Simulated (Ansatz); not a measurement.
The guess for TiNiS2 was made by a generator: Ni between sheets of the TiS2 type, stage 1 (P-6m2, No. 187) (sites filled 1 of 1). A sheet's type names the database crystal that the layer was cut from. Its size is a rough estimate.

```
Ti Ni S
1.0
     3.34815    0.00000    0.00000
    -1.67408    2.89958    0.00000
     0.00000    0.00000    5.82151
Ti Ni S
1 1 2
Cartesian
  1.6741 0.9665 0.0000
  1.6741 0.9665 2.9108
  0.0000 0.0000 1.5053
  0.0000 0.0000 4.3162
```

All numbers below come from DFT PBE, scalar-relativistic, plane waves, PAW (Ansatz). Cutoff 420 eV, Gaussian smearing, Γ-centred meshes. Cell and atoms relax first on a coarse mesh and then on a finer one. In between, the cell is made exact in the group found at 0.06 Å. In metals the finer mesh still leaves noise of several meV/atom or more. The steps can't lower the symmetry of their start. Collinear spin, starting moments Ti 1.0; Ni 2.0 μB; they died out on the coarse mesh, so the last step has no spin.

A guess keeps its type if space group and coordination stay and the shape of the cell changes little (axis ratios within about 15 %, angles within 6°); the volume may change.

Question: Does this structure survive the relaxation?

Answer: It keeps its type. The symmetry stays P-6m2 (No. 187). The volume per atom grows by 2.0 %, from 14.1 to 14.4 Å³. The shortest distance goes from 2.39 Å (Ni–S) to 2.43 Å (Ni–S). The ratio c/a of the conventional cell changes by a factor of 1.05. Counting neighbours within 15 % of an atom's shortest distance, the start has Ni 6, S 6, Ti 6 and the end Ni 6, S 6, Ti 6.

The last run used an 18×18×8 mesh (in the run's order of axes) for its 4-atom cell and Gaussian smearing of 0.10 eV. No Hubbard U is applied to the 3d shell of Ni. Trial moments died out on the coarse mesh, so the last step has no spin; another magnetic start might hold. A structure relaxed within its symmetry needn't be a true minimum. Another cell of TiNiS2 relaxed alike, in Pm, lies 107 meV/atom lower, so this cell isn't the stable form at this level.
